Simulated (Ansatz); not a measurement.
A relaxed cell of Ti2W3C5 is given with its symmetry left out. The cell was found from a structure generator's guess, not taken from experiment.

Method: DFT PBE, scalar-relativistic, plane waves, PAW in Ansatz. Cutoff 420 eV, Γ-centred mesh, Gaussian smearing, no spin polarisation.

```
Ti W C
1.0
    -1.54108    1.54108   10.88254
     1.54108   -1.54108   10.88254
     1.54108    1.54108  -10.88254
Ti W C
2 3 5
Direct
  0.79824 0.79824 0.00000
  0.20176 0.20176 0.00000
  0.00000 0.00000 0.00000
  0.39664 0.39664 0.00000
  0.60336 0.60336 0.00000
  0.89848 0.89848 0.00000
  0.30003 0.30003 0.00000
  0.69997 0.69997 0.00000
  0.10152 0.10152 0.00000
  0.50000 0.50000 0.00000
```

Energies over the elements count from the elements' standard structures at the same level, with no fitted energy shifts.

(1) Find its symmetry and describe it.

(2) How far does it lie from the elements in energy?

(3) Is it a metal?

Results:

(1) I4/mmm (No. 139), with Ti and W ordered on rock salt sites. Conventional cell: a = 3.082 Å, c = 21.765 Å. Ti has 6 C at 2.14–2.18 Å, 8 Ti at 3.03–3.08 Å and 4 W at 3.06 Å; around W on a site of symmetry 4/mmm lie 6 C at 2.18–2.21 Å; W on a site of symmetry 4mm is surrounded by 6 C at 2.10–2.25 Å and 4 Ti at 3.06 Å; C on a site of symmetry 4mm has 5 W at 2.18–2.21 Å and 1 Ti at 2.18 Å; 2 more sites not described.

(2) −0.23 eV/atom. Whether it is stable depends on the other phases of the system, which aren't compared here.

(3) Yes, bands cross the Fermi level on the 18×18×18 mesh.

The last run used an 18×18×18 mesh for its 10-atom cell and Gaussian smearing of 0.10 eV. These runs have no spin–orbit coupling, which can matter for W. The reference form of C is held partly by dispersion forces, which this level lacks. A structure relaxed within its symmetry needn't be a true minimum.
